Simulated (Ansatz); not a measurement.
Consider the following.

SrGeAu₃:
```
CELL_PARAMETERS angstrom
      6.20001     0.00000     0.00000
      0.00000     6.20001     0.00000
      0.00000     0.00000     5.57972
ATOMIC_POSITIONS crystal
  Au 0.25000 0.25000 0.50000
  Au 0.25000 0.75000 0.50000
  Au 0.75000 0.75000 0.50000
  Au 0.75000 0.25000 0.50000
  Au 0.50000 0.00000 0.82075
  Au 0.00000 0.50000 0.17925
  Ge 0.50000 0.00000 0.26173
  Ge 0.00000 0.50000 0.73827
  Sr 0.50000 0.50000 0.00000
  Sr 0.00000 0.00000 0.00000
```

This is the PBEsol-relaxed structure.

Problem. All from PBEsol (plane waves, PAW; program Ansatz), unless another level is named. Estimate the density of states at the Fermi level.

Solution. 0.49 states/eV per atom (mean over ±0.08 eV).

Problem. Next, the formation energy from the elements (no fitted shifts)?

Solution. -0.52 eV/atom.

Problem. Predict the gap with spin–orbit coupling.

Solution. none (metallic).

Space group P4/nmm. The workflow started from an entry of the Crystallography Open Database (COD, 295 K). Its standing as an ambient phase is unchecked. Symmetry was held in the PBEsol relaxation; whether a distortion lowers the energy is not shown. The references are the lowest solids computed at this level, not always the standard phases. Scalar-relativistic: spin–orbit coupling is off unless named, which matters more the heavier the elements.

Potentials: the later of the program's two PAW sets.
